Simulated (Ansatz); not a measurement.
Polymorphs of ZrTa, each relaxed with DFT-PBE in the program Ansatz with PAW potentials:

A: Pmma
a = 4.693 Å, b = 3.558 Å, c = 4.960 Å, α = β = γ = 90.00°

| atom | site | symmetry | x | y | z |
|---|---|---|---|---|---|
| Ta | 2e | mm2 | 0.7500 | 0.0000 | 0.1912 |
| Zr | 2f | mm2 | 0.2500 | 0.5000 | 0.2774 |

B: rock salt (Fm-3m)
a = 5.6599 Å, b = 5.6599 Å, c = 5.6599 Å, α = 90.00°, β = 90.00°, γ = 90.00°

| atom | site | symmetry | x | y | z |
|---|---|---|---|---|---|
| Ta | 4a | m-3m | 0.0000 | 0.0000 | 0.0000 |
| Zr | 4b | m-3m | 0.5000 | 0.5000 | 0.5000 |

Task: Rank these by energy per atom at 0 K (lowest first), as PBE gives it.

Result: A (+0 meV/atom), B (+1001 meV/atom)

Typed or built starts, not in the databases checked: A; B. All cells were relaxed under the symmetry of their starts (and spin orders); stability against distortions was not tested throughout. Rows with no word on spin ran without spin polarisation. Spin–orbit coupling is left out wherever it is not named.

Energies hold the estimated change up to a 700 eV cutoff; steps of a few meV lie near the error of the meshes.

Potentials: the earlier of the program's two PAW sets.
